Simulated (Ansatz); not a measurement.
V5Si3:
```cif
data_Si12V20
_chemical_formula_sum 'V20 Si12'
_space_group_name_H-M_alt 'I4/mcm'
_space_group_IT_number 140
_space_group_name_Hall '-I 4 2c'
_cell_length_a 9.34930
_cell_length_b 9.34930
_cell_length_c 4.69777
_cell_angle_alpha 90.000
_cell_angle_beta 90.000
_cell_angle_gamma 90.000
loop_
_atom_site_label
_atom_site_type_symbol
_atom_site_symmetry_multiplicity
_atom_site_Wyckoff_symbol
_atom_site_fract_x
_atom_site_fract_y
_atom_site_fract_z
_atom_site_occupancy
V1 V 16 k 0.07458 0.22464 0.00000 1
V2 V 4 b 0.00000 0.50000 0.25000 1
Si1 Si 8 h 0.33414 0.16586 0.00000 1
Si2 Si 4 a 0.00000 0.00000 0.25000 1
```
(The calculation used a cell of 16 atoms; values per cell refer to that cell.)

Relaxed with r²SCAN.

### Question
Which orbitals make up the states near the Fermi level in the program Ansatz at the r²SCAN level (PAW)?

### Answer
Within 0.5 eV of the Fermi level: V 3d 89 %. Projections are on Löwdin-orthogonalised atomic valence shells; empty p or d shells of many metals are not among them.

### Question
Tabulate the density of states.

### Answer
States/eV per cell of 16 atoms, in 0.25 eV bins, energy from the Fermi level.

```
E (eV)  total   V 3d  Si 3p  V 4s
------  -----  -----  -----  ----
-7.85    1.47   0.42   0.23  0.04
-7.60    0.53   0.13   0.17  0.02
-7.35    0.52   0.12   0.20  0.02
-7.10    0.45   0.10   0.19  0.02
-6.85    0.45   0.10   0.20  0.02
-6.60    0.56   0.12   0.28  0.02
-6.35    0.60   0.12   0.37  0.04
-6.10    1.37   0.22   0.86  0.20
-5.85    5.43   1.05   3.00  0.88
-5.60    5.49   1.29   2.80  0.81
-5.35    6.73   1.80   3.35  0.83
-5.10    4.64   1.40   2.27  0.50
-4.85    3.97   1.21   1.98  0.45
-4.60    4.73   1.54   2.28  0.48
-4.35    6.88   2.21   3.70  0.60
-4.10    5.49   1.90   2.90  0.36
-3.85    9.03   3.41   4.52  0.59
-3.60    8.59   3.28   4.22  0.57
-3.35   10.20   4.58   4.58  0.52
-3.10   12.50   5.96   5.57  0.45
-2.85   12.53   6.55   5.13  0.30
-2.60   18.86  11.37   6.32  0.44
-2.35   12.14   7.35   4.03  0.28
-2.10    9.63   6.29   2.66  0.23
-1.85   14.30  11.83   1.39  0.34
-1.60    7.01   6.08   0.44  0.20
-1.35   18.71  16.28   0.94  0.60
-1.10   19.33  16.33   1.47  0.59
-0.85   12.28  10.56   0.78  0.33
-0.60   13.03  11.65   0.57  0.22
-0.35   13.04  11.54   0.62  0.25
-0.10   12.79  11.17   0.62  0.29
0.15     7.85   6.92   0.36  0.12
0.40    12.03  10.83   0.54  0.11
0.65    12.52  11.60   0.34  0.11
0.90    12.12  11.32   0.25  0.13
1.15    18.30  17.06   0.48  0.19
1.40    18.70  17.41   0.64  0.16
1.65    17.20  16.17   0.52  0.11
1.90    12.93  12.25   0.36  0.07
2.15    17.39  16.44   0.57  0.09
2.40    22.33  20.58   1.07  0.18
2.65    22.50  19.63   1.79  0.25
2.90    14.29  11.84   1.50  0.20
3.15     7.73   5.72   1.23  0.17
3.40     6.71   4.51   1.32  0.25
3.65     9.53   5.77   2.33  0.35
3.90     7.29   4.28   1.81  0.24
4.15     7.92   4.30   2.04  0.26
4.40     5.89   2.85   1.54  0.24
```

The workflow started from a Materials Project entry (that database holds measured and hypothetical structures alike); the Crystallography Open Database files this formula in space group No. 140, but the cells were not matched. Its standing as an ambient phase is unchecked. The r²SCAN relaxation kept the symmetry of its start; whether a distortion lowers the energy is not shown. The run is not spin-polarised.

Potentials: the later of the program's two PAW sets.
